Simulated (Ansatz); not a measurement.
H₄NF in space group P6_3mc (No. 186; H on 6c, H on 2b, N on 2b, F on 2b), the program Ansatz at the LDA level (PAW). The conduction-band minimum lies at Γ, with 1 equivalent valley. Second derivatives d²E/dk² of the lowest band at one valley (eV·Å²), along Cartesian directions:

```json
[
 {"direction": "[100]", "d²E/dk²": "12.29"},
 {"direction": "[010]", "d²E/dk²": "12.29"},
 {"direction": "[001]", "d²E/dk²": "12.29"},
 {"direction": "[110]", "d²E/dk²": "12.29"},
 {"direction": "[101]", "d²E/dk²": "12.29"},
 {"direction": "[011]", "d²E/dk²": "12.29"}
]
```

Question: Find the principal effective masses, the density-of-states mass and the conductivity mass.

Answer: Off-diagonal terms follow from H_xy = H[110] − (H_xx + H_yy)/2, and m*/mₑ = 7.620 eV·Å² over each eigenvalue: 0.62, 0.62, 0.62. One valley's DOS mass (m₁m₂m₃)^(1/3) = 0.62, conductivity mass 3/(Σ 1/mᵢ) = 0.62 mₑ.

Question: What effective density of states Nc follows at 300 K for parabolic valleys?

Answer: Nc = 2.509e19 × 1 × (0.62)^(3/2) ≈ 1.2e19 cm⁻³.

Question: With the computed static dielectric constant 3.82 (mean of the diagonal), estimate a hydrogenic donor's binding energy and radius.

Answer: E = 13.606 eV × 0.62/3.82² ≈ 580 meV; a = 0.529 Å × ε/m* ≈ 3.3 Å. Semilocal masses tend to be too small where the gap is.

The workflow started from a Materials Project entry (that database holds measured and hypothetical structures alike); the Crystallography Open Database files this formula in space group No. 186, but the cells were not matched. Its standing as an ambient phase is unchecked. The cell was relaxed with LDA under the symmetry of its start; phonons on a q-mesh show no instability. A crystal of weakly bound molecules computed without a dispersion correction: the cell and the soft elastic constants depend strongly on that.

Potentials: the later of the program's two PAW sets.
